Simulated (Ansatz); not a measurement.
**Question.** Each is relaxed and computed with the program Ansatz at the LDA level (PAW). Which alone has an imaginary phonon mode on a q-mesh?
(A) RbCaH3, cubic perovskite
(B) HfO2, Pca2_1 (Hf on 4a, O on 4a, O on 4a)
(C) PbO, P4/nmm (Pb on 2c, O on 2a)
(D) NbAgO3, cubic perovskite

**Answer.** D, NbAgO3, cubic perovskite. NbAgO3: gap 1.41 eV (indirect), lowest mode -183 cm⁻¹; HfO2: gap 4.33 eV (indirect), lowest mode 0 cm⁻¹; PbO: gap 1.05 eV (indirect), lowest mode 0 cm⁻¹; RbCaH3: gap 2.83 eV (direct), lowest mode 0 cm⁻¹. Standing as an ambient phase not checked: NbAgO3, cubic perovskite; RbCaH3, cubic perovskite. Weakly bound layers, chains or molecules computed without a dispersion correction, so cells and soft constants are ill determined: PbO, P4/nmm (Pb on 2c, O on 2a). Unstable at this level: NbAgO3, cubic perovskite. All cells were relaxed under the symmetry of their starts (and spin orders); stability against distortions was not tested throughout. Rows with no word on spin ran without spin polarisation. Spin–orbit coupling is left out wherever it is not named.

Potentials: the later of the program's two PAW sets.
